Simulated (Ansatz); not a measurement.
A plane-wave DFT run in Ansatz 0.2.0 (scalar-relativistic PAW potentials unless the input names others): input and command.

```yaml
crystal:
  lattice:
    - [-1.717829031, 2.54843654, 1.8843147643]
    - [1.717829031, -2.54843654, 1.8843147643]
    - [1.717829031, 2.54843654, -1.8843147643]
  atoms:
    - { symbol: P, position: [0.8023282041, 0.0523282041, 0.75] }
    - { symbol: P, position: [0.1976717959, 0.9476717959, 0.25] }
basis:
  ecutwfc: 500
kpoints:
  mp_grid: { grid: [16, 16, 16] }
hamiltonian:
  xc: r2scan
scf:
  occupations: { method: fermi_dirac, width: 0.005 }
output:
  forces: true
  eigenvalues: true
  stress: true
relax:
  adjacent_minimum: "off"
  f_tol: 0.01
  max_steps: 30
  cell: { stress_tol: 0.1, fix: [volume] }
magnetization:
  spin_polarized: true
```

```bash
ansatz run input.yaml --threads 1 --pin off --max-ram 2560MiB --backend cpu --events-out ev --progress --plain --runs-dir out
```

Abridged log:
```
Basis set: ecut = 500 eV, 845 PW (Γ), exchange–correlation on 108×108×108 points (64 copies of the dense FFT grid, shifted against one another)
Bands: 9, of which v1, the nominal top of the filled ones, is band 5 counted from 1 (4 counted from 0)
Symmetry: 8 space group operations
k-points: 621 of 4096
SCF iter   1: F=—  HF=-1517.217650 eV  |F-HF|=—  |Δ(HF+E_count)|=         —  Δρ=2.26e-2 (↑2.21e-2 ↓2.26e-2) dr2=1.92e-1  dr2_τ=5.59e-3  dr2_m=7.37e-2  M=0.864 μB ∫|m|=0.864 μB  ethr=2.29e-3  ⟨swp⟩=1.0  Hψ=60833  notcnv=0
Mixer restart at iter 1: flushing history
SCF iter   2: F=—  HF=-1517.918523 eV  |F-HF|=—  |Δ(HF+E_count)|=         —  Δρ=2.27e-2 (↑2.20e-2 ↓2.27e-2) dr2=2.31e-1  dr2_τ=5.12e-3  dr2_m=5.92e-2  M=0.064 μB ∫|m|=0.084 μB  β_m=0.30  ethr=1.92e-3  ⟨swp⟩=4.0  Hψ=45677  notcnv=0
SCF iter   3: F=—  HF=-1518.019778 eV  |F-HF|=—  |Δ(HF+E_count)|=   1.01e-1  Δρ=1.78e-2 (↑1.67e-2 ↓1.78e-2) dr2=1.46e-1  dr2_τ=4.40e-4  dr2_m=3.39e-2  M=0.034 μB ∫|m|=0.053 μB  β_m=0.60  ethr=1.92e-3  ⟨swp⟩=2.0  Hψ=20856  notcnv=0  defer=12
Mixer restart at iter 3: flushing history
SCF iter   4: F=—  HF=-1518.128373 eV  |F-HF|=—  |Δ(HF+E_count)|=         —  Δρ=8.19e-4 (↑8.19e-4 ↓8.19e-4) dr2=5.87e-4  dr2_τ=1.23e-5  dr2_m=0.00e0  M=0.000 μB ∫|m|=0.000 μB  β_m=0.65  ethr=1.46e-3  ⟨swp⟩=5.8  Hψ=38885  notcnv=0
SCF iter   5: F=—  HF=-1518.128862 eV  |F-HF|=—  |Δ(HF+E_count)|=   4.89e-4  Δρ=3.33e-4 (↑3.33e-4 ↓3.33e-4) dr2=9.51e-5  dr2_τ=2.08e-6  dr2_m=0.00e0  M=0.000 μB ∫|m|=0.000 μB  β_m=0.82  ethr=5.87e-6  ⟨swp⟩=3.4  Hψ=19188  notcnv=0  defer=4
SCF iter   6: F=—  HF=-1518.128926 eV  |F-HF|=—  |Δ(HF+E_count)|=   6.40e-5  Δρ=2.84e-5 (↑2.84e-5 ↓2.84e-5) dr2=1.06e-6  dr2_τ=8.34e-8  dr2_m=0.00e0  M=0.000 μB ∫|m|=0.000 μB  β_m=0.75  ethr=9.51e-7  ⟨swp⟩=2.8  Hψ=11043  notcnv=0  defer=4
SCF iter   7: F=-1518.128926 eV  HF=-1518.128926 eV  |F-HF|=1.07e-8  |Δ(HF+E_count)|=   3.18e-7  Δρ=6.77e-6 (↑6.77e-6 ↓6.77e-6) dr2=3.30e-8  dr2_τ=2.36e-9  dr2_m=0.00e0  M=0.000 μB ∫|m|=0.000 μB  ethr=1.00e-9  ⟨swp⟩=7.8  Hψ=32404  notcnv=0
SCF 1 converged in 7 iterations: F = -1518.128926 eV  dr2 = 3.30e-8
relax step   1: F+E_penalty+E_count = -1518.12892561 eV  Δ(F+E_penalty+E_count) = +0.000e0 eV  max|allowed force component| = 2.065e-1 eV/Å  Δτ_max = 0.0000 Å  P = -2.776 GPa  Ω = 32.996 Å³  fix = [volume]  reactions: volume -2.776 GPa (7 SCF iters, dr2 threshold 1.00e-7 eV, accepted)
Initial density: handed on by an earlier stage of this run
Initial wavefunctions: those handed on with the density
SCF iter   1: F=—  HF=-1518.131503 eV  |F-HF|=—  |Δ(HF+E_count)|=         —  Δρ=4.18e-4 (↑4.18e-4 ↓4.18e-4) dr2=1.75e-4  dr2_τ=4.33e-5  dr2_m=0.00e0  M=0.000 μB ∫|m|=0.000 μB  β_m=0.30  ethr=1.71e-6  ⟨swp⟩=3.2  Hψ=57229  notcnv=0
   ...
SCF iter   4: F=-1518.133244 eV  HF=-1518.133244 eV  |F-HF|=1.61e-7  |Δ(HF+E_count)|=   2.57e-6  Δρ=1.34e-5 (↑1.34e-5 ↓1.34e-5) dr2=1.33e-7  dr2_τ=7.40e-10  dr2_m=0.00e0  M=0.000 μB ∫|m|=0.000 μB  ethr=2.00e-9  ⟨swp⟩=7.7  Hψ=32949  notcnv=0
SCF 3 converged in 4 iterations: F = -1518.133244 eV  dr2 = 1.33e-7
relax step   3: F+E_penalty+E_count = -1518.13324413 eV  Δ(F+E_penalty+E_count) = -1.544e-3 eV  max|allowed force component| = 5.752e-3 eV/Å  Δτ_max = 0.0084 Å  P = -1.284 GPa  Ω = 32.996 Å³  energy of the carried Pulay correction = -6.372e-19 eV  fix = [volume]  reactions: volume -1.284 GPa (4 SCF iters, dr2 threshold 2.00e-7 eV, accepted)
SCF iter   1: F=—  HF=-1518.133256 eV  |F-HF|=—  |Δ(HF+E_count)|=         —  Δρ=3.47e-5 (↑3.47e-5 ↓3.47e-5) dr2=1.79e-6  dr2_τ=2.83e-7  dr2_m=0.00e0  M=0.000 μB ∫|m|=0.000 μB  β_m=0.30  ethr=1.23e-8  ⟨swp⟩=3.1  Hψ=52850  notcnv=0
SCF iter   2: F=—  HF=-1518.133257 eV  |F-HF|=—  |Δ(HF+E_count)|=   1.01e-6  Δρ=2.29e-5 (↑2.29e-5 ↓2.29e-5) dr2=6.47e-7  dr2_τ=1.00e-9  dr2_m=0.00e0  M=0.000 μB ∫|m|=0.000 μB  β_m=0.52  ethr=1.23e-8  ⟨swp⟩=2.8  Hψ=8834  notcnv=0
SCF iter   3: F=-1518.133256 eV  HF=-1518.133256 eV  |F-HF|=2.83e-9  |Δ(HF+E_count)|=   1.53e-7  Δρ=2.29e-6 (↑2.29e-6 ↓2.29e-6) dr2=3.86e-9  dr2_τ=9.10e-11  dr2_m=0.00e0  M=0.000 μB ∫|m|=0.000 μB  ethr=4.33e-10  ⟨swp⟩=4.6  Hψ=29766  notcnv=0
SCF 4 converged in 3 iterations: F = -1518.133256 eV  dr2 = 3.86e-9
relax step   4: F+E_penalty+E_count = -1518.13325636 eV  Δ(F+E_penalty+E_count) = -1.223e-5 eV  max|allowed force component| = 3.932e-4 eV/Å  Δτ_max = 0.0003 Å  P = -1.331 GPa  Ω = 32.996 Å³  energy of the carried Pulay correction = -6.372e-19 eV  fix = [volume]  reactions: volume -1.331 GPa (3 SCF iters, dr2 threshold 4.33e-8 eV, accepted)
Initial wavefunctions: pseudopotential atomic-orbital guess (no wavefunctions were taken with the density)
SCF iter   1: F=—  HF=-1518.133254 eV  |F-HF|=—  |Δ(HF+E_count)|=         —  Δρ=4.73e-6 (↑4.73e-6 ↓4.73e-6) dr2=5.37e-9  dr2_τ=1.82e-9  dr2_m=0.00e0  M=0.000 μB ∫|m|=0.000 μB  β_m=0.30  ethr=1.61e-7  ⟨swp⟩=3.9  Hψ=71992  notcnv=0
SCF iter   2: F=—  HF=-1518.133254 eV  |F-HF|=—  |Δ(HF+E_count)|=   1.53e-7  Δρ=3.33e-6 (↑3.33e-6 ↓3.33e-6) dr2=2.49e-9  dr2_τ=4.48e-10  dr2_m=0.00e0  M=0.000 μB ∫|m|=0.000 μB  β_m=0.62  ethr=5.37e-11  ⟨swp⟩=3.3  Hψ=10533  notcnv=0
SCF iter   3: F=—  HF=-1518.133254 eV  |F-HF|=—  |Δ(HF+E_count)|=   2.36e-8  Δρ=3.99e-7 (↑3.99e-7 ↓3.99e-7) dr2=1.22e-10  dr2_τ=3.53e-12  dr2_m=0.00e0  M=0.000 μB ∫|m|=0.000 μB  β_m=0.67  ethr=2.49e-11  ⟨swp⟩=2.0  Hψ=8696  notcnv=0
SCF iter   4: F=-1518.133254 eV  HF=-1518.133254 eV  |F-HF|=2.82e-11  |Δ(HF+E_count)|=  1.85e-10  Δρ=1.51e-7 (↑1.51e-7 ↓1.51e-7) dr2=1.37e-11  dr2_τ=2.62e-13  dr2_m=0.00e0  M=0.000 μB ∫|m|=0.000 μB  ethr=1.00e-12  ⟨swp⟩=5.8  Hψ=24959  notcnv=0
SCF 5 converged in 4 iterations: F = -1518.133254 eV  dr2 = 1.37e-11
SCF converged after 4 iterations
Magnetization: 0.0000 μB (5.0000 up, 5.0000 down)
Absolute magnetization: 0.0000 μB (∫|ρ↑−ρ↓|)
Spin contamination: 0.0000 ħ² per cell (⟨S²⟩ above its minimum at these occupations)
Per-site moments (μB) at R_I (Å): [(0.0, 0.92838739), (0.0, 0.92838739)]
Free energy (F): -1518.133254 eV
Harris-Foulkes:  -1518.133254 eV  (|F-HF|=2.82e-11)
Internal energy: -1518.133234 eV  (E = F + TS)
E sigma→0 (E₀):  -1518.133244 eV
Entropy (-TS):   -0.000020 eV (-0.010 meV/atom)
Fermi energy:    9.670301 eV
--- Forces (eV/Å), atoms counted from 1 ---
  atom   1  P      0.00000000     0.00000000    -0.00041793
  atom   2  P      0.00000000     0.00000000     0.00041793
--- Stress (GPa, compression-positive) ---
       -1.340164       0.000000       0.000000
        0.000000      -1.326318       0.000000
        0.000000       0.000000      -1.327853
  P = ⅓ Tr σ = -1.3314 GPa (-13.314 kbar)
--- Relaxed structure (4 steps of the walk, 4 accepted, 1 SCFs on fresh bases) ---
  F+E_penalty+E_count = -1518.13325390 eV   max|allowed force component| = 4.179e-4 eV/Å   (the final SCF, on the basis selected at the relaxed cell)
  cell:  # Å, volume = 32.9964 Å³
    - [-1.70084244, 2.54638257, 1.90466882]
    - [1.70084244, -2.54638257, 1.90466882]
    - [1.70084244, 2.54638257, -1.90466882]
  atoms:
    - { symbol: P, position: [0.80653597, 0.05653597, 0.74999999] }
    - { symbol: P, position: [0.19346402, 0.94346402, 0.25] }
```

Apart from outputs and empty bands, the input differs from a reference run on usual settings in scf.occupations.method: "gaussian" → "fermi_dirac"; scf.occupations.width: 0.1 → 0.005; magnetization: not typed → {"spin_polarized": true}. The reference, at the same start, ended its own course with pressure -1.26 GPa, largest force 0.006 eV/Å, no gap on the mesh. This run converged in 22 SCF iterations over all its steps (reference: 19) with an energy at zero smearing 0.01 meV/atom above the reference's, pressure -1.33 GPa, largest force 0.000 eV/Å, no gap on the mesh. Its k mesh, for so narrow a smearing in a metal, is looser than usual, yet energy, pressure and forces hardly moved.

It took 69 s on 1 thread of Intel(R) Xeon(R) 6975P-C (Granite Rapids), on a shared host, peak memory 0.86 GiB.